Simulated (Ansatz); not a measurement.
TiAl: from a starting cell to a relaxed one

The start is a generated cell, TiAl placed in the AFLOW prototype AB_cF8_225_a_b (B1, as in NaCl). The structure is fully relaxed (lattice and positions, P = 0) with r2SCAN (plane waves to 500 eV, PAW, scalar-relativistic; Ansatz, a program for electronic structure). First-step values are on the input's coarse k-mesh.

Ansatz input (later rounds restart from its end on a renewed k-mesh):
Ansatz 0.2 input:
```yaml
crystal:
  lattice:
    - [0, 2.4874162, 2.4874162]
    - [2.4874162, 0, 2.4874162]
    - [2.4874162, 2.4874162, 0]
  atoms:
    - { symbol: Al, position: [0, 0, 0] }
    - { symbol: Ti, position: [0.5, 0.5, 0.5] }
basis: { ecutwfc: 500, ecutrho_ratio: 4, xc_grid: 4, fft_grid_basis: typed }
kpoints: { mp_grid: { grid: [11, 11, 11] } }
hamiltonian:
  xc: r2scan
  dispersion: none
  pseudopotentials: { kind: paw }
scf: { occupations: { method: fermi_dirac, width: 0.05 } }
relax: { f_tol: 0.01, max_steps: 100, cell: { stress_tol: 0.02 } }
output: { forces: true, stress: true }
```

| Property | Result |
|---|---|
| Initial pressure | +20.5 GPa (positive: the cell is compressed) |
| Energy released | 0.16 eV/atom |
| Volume change | +18.9 %, from 15.39 to 18.30 Å³/atom |
| Shortest distances (start → end) | The closest pairs of elements (up to four, under 3.6 Å), start → end: Al–Ti 2.49 → 2.64 Å; Al–Al 3.52 → 3.73 Å; Ti–Ti 3.52 → 3.73 Å |
| Band gap at the end | no gap (metallic) |
| Optimiser moves | 5 |

The end point of the relaxation:

```cif
data_Al4Ti4
_chemical_formula_sum 'Al4 Ti4'
_space_group_name_H-M_alt 'Fm-3m'
_space_group_IT_number 225
_space_group_name_Hall '-F 4 2 3'
_cell_length_a 5.27084
_cell_length_b 5.27084
_cell_length_c 5.27084
_cell_angle_alpha 90.000
_cell_angle_beta 90.000
_cell_angle_gamma 90.000
loop_
_atom_site_label
_atom_site_type_symbol
_atom_site_symmetry_multiplicity
_atom_site_Wyckoff_symbol
_atom_site_fract_x
_atom_site_fract_y
_atom_site_fract_z
_atom_site_occupancy
Al1 Al 4 a 0.00000 0.00000 0.00000 1
Ti1 Ti 4 b 0.50000 0.50000 0.50000 1
```
(The calculation used a cell of 2 atoms; values per cell refer to that cell.)

Final values are on a 15×15×15 k-mesh of the relaxed cell. No spin polarisation in the result.

The run could not lose the symmetry of its start: the end is stationary, and may be a saddle point rather than a minimum.

All atoms sit on sites fixed by symmetry, so only the cell could relax.

The relaxed structure here is a generated cell of TiAl: the first start was made by placing the elements on the sites of a structure type, and the end was not matched to a known phase here, so it may be hypothetical. Known forms of TiAl include space group No. 123.
